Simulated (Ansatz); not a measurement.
An element in the bcc structure gives these cold pressures by all-electron LAPW under PBE (Ansatz 0.2.0, scalar-relativistic, no spin polarisation).

```json
{"V (Å³/atom)": "16.13", "P (GPa)": "0.09"}
{"V (Å³/atom)": "15.32", "P (GPa)": "17.29"}
{"V (Å³/atom)": "13.71", "P (GPa)": "68.6"}
{"V (Å³/atom)": "12.10", "P (GPa)": "156.0"}
{"V (Å³/atom)": "10.48", "P (GPa)": "308.9"}
{"V (Å³/atom)": "8.87", "P (GPa)": "590.1"}
{"V (Å³/atom)": "7.26", "P (GPa)": "1167"}
{"V (Å³/atom)": "6.45", "P (GPa)": "1688"}
```

Task: Which element is it?

Result: W. Its zero-pressure volume in this structure is near 16.1 Å³/atom; the volume and the steepness of P(V) together point to it, though neighbours can come close. Neighbours weren't tried against these numbers.
